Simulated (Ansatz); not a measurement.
# Is this TeRh result the lowest state?

System: TeRh, a test cell of our own (not relaxed); the cell holds 4 atoms.

All numbers below come from DFT, r2SCAN, PAW (an earlier, harder data set), plane waves, scalar-relativistic (Ansatz).

```yaml
crystal:
  lattice:
    - [4.070568, 0.0, 0.0]
    - [-2.035284, 3.525215, 0.0]
    - [0.0, 0.0, 6.686113]
  atoms:
    - { symbol: Rh, position: [0.0, 0.0, 0.0], spin: 2.0 }
    - { symbol: Rh, position: [0.0, 0.0, 0.5], spin: -2.0 }
    - { symbol: Te, position: [0.33333333, 0.66666667, 0.25] }
    - { symbol: Te, position: [0.66666667, 0.33333333, 0.75] }
hamiltonian:
  xc: r2scan
  pseudopotentials: { kind: paw }
kpoints:
  mp_grid: { grid: [1, 1, 1], shift: [0, 0, 0] }
magnetization:
  spin_polarized: true
scf:
  occupations: { method: fermi_dirac }
```

Settings in force: cutoff 1240 eV, smearing width 0.1 eV; default search for lower states.

The run converged after 30 iterations in all: parallel moments on the metal, largely cancelled by opposed main-group moments, site moments Rh1 0.53, Rh2 0.53, Te3 -0.35, Te4 -0.35 μB, total 0.01 μB per cell.

One k-point is far from converged for this cell: the case tests the SCF and predicts nothing for the material.

Site moments are taken inside atomic spheres and don't add up to the total.

Problem. Has the SCF ended in the lowest solution? If not, by how much is it too high?

Solution. No. A state 11.1 meV/atom (0.045 eV per cell) lower exists in this cell: ferromagnetic, site moments Rh1 0.50, Rh2 0.50, Te3 0.34, Te4 0.34 μB, total 1.99 μB per cell. It was reached from: standard search for lower states [Rh1 1.00, Rh2 -1.00 μB]; full search for lower states [Rh1 1.00, Rh2 -1.00 μB]. Only collinear orders within this cell were tried; the true ground state may need a larger cell. No run without spin polarisation was made.
